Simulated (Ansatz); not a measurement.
Ansatz input

```yaml
crystal:
  lattice:
    - [1.7170304989, 0.0, 0.0]
    - [-0.8585152494, 1.4869920311, 0.0]
    - [0.0, 0.0, 21.3120548611]
  atoms:
    - { symbol: B, position: [0.0, 1.0, 0.0] }
    - { symbol: B, position: [0.0, 1.0, 0.5] }
    - { symbol: B, position: [0.3333333333, 0.6666666667, 0.25] }
    - { symbol: B, position: [0.6666666667, 0.3333333333, 0.75] }
hamiltonian:
  xc: blyp
  pseudopotentials:
    kind: paw
    azcp:
      B: "pseudopotentials/B.paw.azcp"
basis:
  ecutwfc: 420
  fft_grid_basis: typed
kpoints:
  mp_grid: { grid: [27, 27, 2], shift: [0, 0, 0] }
magnetization:
  spin_polarized: false
scf:
  occupations: { method: fermi_dirac, width: 0.1 }
```

and its output:

```
Engine: ansatz 0.2.0, aarch64-unknown-linux-gnu
Pseudopotentials: kind: paw
Pseudopotential: B, paw, valence charge 3, recommended cutoff 420 eV (normal) 
Functional definition: BLYP
  parameter beta = 0.0042
  parameter a = 0.04918
  parameter b = 0.132
  parameter c = 0.2533
  parameter d = 0.349
  exchange = b88_x(beta = beta)
  correlation = lyp_c(a = a, b = b, c = c, d = d)
Crystal: 4 atoms, lattice volume = 54.414 Å³
Basis set: ecut = 420 eV, 1025 PW (Γ), exchange–correlation on 24×24×288 points (8 copies of the dense FFT grid, shifted against one another)
Bands: 10, of which v1, the nominal top of the filled ones, is band 6 counted from 1 (5 counted from 0)
Symmetry: 24 space group operations
Space group: P63/mmc (ITA 194), of the structure as read, at distance tolerance 3.8e-5 Å
k-points: 150 of 1458
Non-local potential: B, projectors of the file, l = 0: 2, l = 1: 2, l = 2: 1
PAW form: soft (Blöchl's): semilocal exchange-correlation on the pseudo side does not see the compensation charge
PAW frozen core: B, regenerated for the run's functional, and the local potential with it (the file was generated under x = pbe(κ = 0.804, μ = 0.2195149727645171), c = pbe(β = 0.06672455060314922))
PAW one-centre angular grid: B, 110 points (default); XC on 64 Gauss nodes
Initial density: superposition of atomic densities (neutral atoms: chi_scale 0, normalization atom), corrected by the library's trained network
Initial wavefunctions: pseudopotential atomic-orbital guess
Functional: x = b88, c = lyp
SCF iter   1: F=—  HF=-622.570000 eV  |F-HF|=—  |Δ(HF+E_count)|=         —  Δρ=1.19e-2  dr2=7.22e-2  ethr=1.77e-3  ⟨swp⟩=5.6  Hψ=10366  notcnv=0
SCF iter   2: F=—  HF=-622.565415 eV  |F-HF|=—  |Δ(HF+E_count)|=   4.59e-3  Δρ=1.78e-3  dr2=2.61e-3  ethr=6.02e-4  ⟨swp⟩=2.9  Hψ=3992  notcnv=0  defer=9
SCF iter   3: F=—  HF=-622.564640 eV  |F-HF|=—  |Δ(HF+E_count)|=   7.75e-4  Δρ=1.29e-4  dr2=1.24e-5  ethr=2.17e-5  ⟨swp⟩=2.3  Hψ=2582  notcnv=0  defer=9
SCF iter   4: F=—  HF=-622.564730 eV  |F-HF|=—  |Δ(HF+E_count)|=   9.07e-5  Δρ=1.69e-5  dr2=4.70e-8  ethr=1.03e-7  ⟨swp⟩=2.1  Hψ=2476  notcnv=0  defer=9
iter 5 did not close the SCF: its close was put off for the readings that it lacked (scf_convergence_deferred on its scf_iter line)
SCF iter   5: F=-622.564730 eV  HF=-622.564730 eV  |F-HF|=1.15e-9  |Δ(HF+E_count)|=   1.85e-7  Δρ=1.09e-6  dr2=2.73e-10  ethr=3.92e-10  ⟨swp⟩=2.3  Hψ=2627  notcnv=0  defer=9
SCF iter   6: F=-622.564730 eV  HF=-622.564730 eV  |F-HF|=3.09e-11  |Δ(HF+E_count)|=   1.28e-9  Δρ=9.51e-8  dr2=3.11e-12  ethr=2.28e-12  ⟨swp⟩=1.0  Hψ=4602  notcnv=0
SCF 1 converged in 6 iterations: F = -622.564730 eV  dr2 = 3.11e-12
SCF converged after 6 iterations
Free energy (F): -622.564730 eV
Harris-Foulkes:  -622.564730 eV  (|F-HF|=3.09e-11)
Internal energy: -622.549438 eV  (E = F + TS)
E sigma→0 (E₀):  -622.557084 eV
Entropy (-TS):   -0.015293 eV (-3.823 meV/atom)
Fermi energy:    4.604770 eV
--- Per-component energies (eV) ---
  E_band       = -48.714841
  E_kinetic    = 204.321863
  E_local      = -575.031842  (includes V_loc(G=0)·N_el)
  E_nonlocal   = 44.290495
  E_hartree    = 218.290952
  E_xc         = -124.259195
  E_vxc        = -146.741037  (∫ρ·V_xc dr)
  E_paw        = -320.540210  (= ΣΔE_a)
  E_vpaw       = -12.136215  (= ΣTr[D̂ρ^β])
  E_aug_tail   = -0.000015  (compensation charges beyond the density's cutoff)
  E_ewald      = -69.624541
  E_core_change = 0.003057  (= ΣΔE_core)
  E_smearing   = -0.015293  (= −TS)
  E_closure    = 0.000000  (closes the sum)
  Σ components = -622.564730   (vs F -622.564730, Δ=0.00e0)
```
